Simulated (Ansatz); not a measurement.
TiSi2 in space group Fddd (No. 70; Ti on 8b, Si on 16f) under volume change, PBE (plane waves, PAW; program Ansatz), shape and atoms relaxed at each volume.

| V (Å³/atom) | E − E(relaxed) (meV/atom) | P (GPa) |
|---|---|---|
| 12.897 | 59.4 | 16.22 |
| 13.323 | 24.9 | 9.92 |
| 13.748 | ___ | ___ |
| 14.173 | 0.0 | 0.00 |
| 14.598 | 5.3 | -3.88 |
| 15.023 | 20.1 | -7.18 |
| 15.449 | ___ | ___ |

Q: What belongs in the gaps?

A: 
- 13.748, E − E(relaxed) (meV/atom): 5.9
- 13.748, P (GPa): 4.56
- 15.449, E − E(relaxed) (meV/atom): 42.9
- 15.449, P (GPa): -9.96

Q: What does a third-order Birch–Murnaghan fit give for V₀, B₀ and B′?

A: V₀ = 14.17 Å³/atom, B₀ = 140 GPa, B′ = 4.4.

The cell was relaxed with PBE under the symmetry of its start. The run is not spin-polarised.

Potentials: the earlier of the program's two PAW sets.
